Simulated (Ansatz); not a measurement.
All values below come from PBE (plane waves to 420 eV, PAW, scalar-relativistic; Ansatz, a program for electronic structure). Harmonic phonons (DFPT) of each relaxed crystal were computed at Γ and up to three half-step zone-boundary points.

Question: Exactly one of them has no imaginary mode there. Which?
A. KF (rock salt), a = b = c = 5.421 Å, α = β = γ = 90.00°
B. CsPbCl$_{3}$ (cubic perovskite), a = b = c = 5.736 Å, α = β = γ = 90.00°
C. HfO$_{2}$ (tetragonal-ZrO2 type, space group P4_2/nmc), a = b = 3.604 Å, c = 5.264 Å, α = β = γ = 90.00°

Answer: A, KF (rock salt), a = b = c = 5.421 Å, α = β = γ = 90.00°. Lowest modes: CsPbCl3 44i cm⁻¹ at R = (0.5, 0.5, 0.5); HfO2 21i cm⁻¹ at Z = (0.0, 0.0, 0.5); KF 91 cm⁻¹ at X = (0.5, 0.5, 0.0)

All were relaxed with their symmetry unable to fall. HfO2 is run without spin polarisation. Spin-orbit coupling is left out. This is a high-temperature form of CsPbCl3. This is a high-temperature form of HfO2.
